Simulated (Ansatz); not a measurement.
One crystal and one scan (energy against volume) at two levels, PBE (plane waves to 420 eV, PAW, scalar-relativistic; Ansatz, an electronic-structure program) and r2SCAN (plane waves to 500 eV, PAW, scalar-relativistic; Ansatz), each from its own relaxed cell and on its own mesh. The cell shown is that of PBE.

Hf (hcp, Mg type)

```
CELL_PARAMETERS angstrom
      3.20412     0.00000     0.00000
     -1.60206     2.77485     0.00000
      0.00000     0.00000     5.06894
ATOMIC_POSITIONS crystal
  Hf 0.33333 0.66667 0.75000
  Hf 0.66667 0.33333 0.25000
```

E(V) scan at fixed shape, V₀ the volume above. Symmetry pins the atoms to their sites.

E stands for the smeared free energy. Hf is run without spin polarisation. Hf was relaxed with its symmetry unable to fall. Spin-orbit coupling is left out, though Hf is heavy. The PAW data are Ansatz's earlier set. With the shape held, the modulus is that of even scaling; a crystal free to change shape is softer. Both scans cover V/V₀ from 0.840 to 1.160.

ΔE (meV/atom), each from the relaxed starting cell of its own level:

```json
[
 {"V/V₀": "0.840", "PBE": "249", "r2SCAN": "253"},
 {"V/V₀": "0.880", "PBE": "131", "r2SCAN": "133"},
 {"V/V₀": "0.920", "PBE": "55", "r2SCAN": "56"},
 {"V/V₀": "0.960", "PBE": "13", "r2SCAN": "13"},
 {"V/V₀": "1.000", "PBE": "0", "r2SCAN": "0"},
 {"V/V₀": "1.040", "PBE": "11", "r2SCAN": "12"},
 {"V/V₀": "1.080", "PBE": "43", "r2SCAN": "44"},
 {"V/V₀": "1.120", "PBE": "92", "r2SCAN": "94"},
 {"V/V₀": "1.160", "PBE": "154", "r2SCAN": "withheld"}
]
```

Q: Estimate the r2SCAN value at 1.160 from the PBE value there and the ratio of the two levels in the two nearest given rows on that side of the minimum.

A: At 1.120 and 1.080 the ratio r2SCAN/PBE averages 1.022, which gives 1.022 × 154 = 157 meV/atom. The calculation gives 159 meV/atom, +3.2 % against PBE.

(Under strain, the slope of the energy per volume gives the stress and its curvature an elastic modulus.)
